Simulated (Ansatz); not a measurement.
GaSb:
```xyz
2
Lattice="-1.6053 2.5470 2.8473 1.6053 -2.5470 2.8473 1.6053 2.5470 -2.8473" Properties=species:S:1:pos:R:3 pbc="T T T"
Ga     0.0000     0.0000     0.0000
Sb     0.0000     0.0000     2.8473
```

Relaxed with r²SCAN.

Q: Give the Bader charges and basin volumes of the independent atoms, DFT-r²SCAN in the program Ansatz with PAW potentials.

A: 

```
atom  Bader charge (e)  Bader volume (Å³)
----  ----------------  -----------------
Ga1              +0.24               18.6
Sb2              -0.24               28.0
```

Space group Immm. The first step of the workflow began from a Materials Project structure, measured or hypothetical; the Crystallography Open Database copy checked does not list it. It is not the phase usual at ambient conditions (space group No. 216). Symmetry was held in the r²SCAN relaxation; phonons show weakly imaginary modes. Spin–orbit coupling is left out wherever it is not named.

Potentials: the later of the program's two PAW sets.
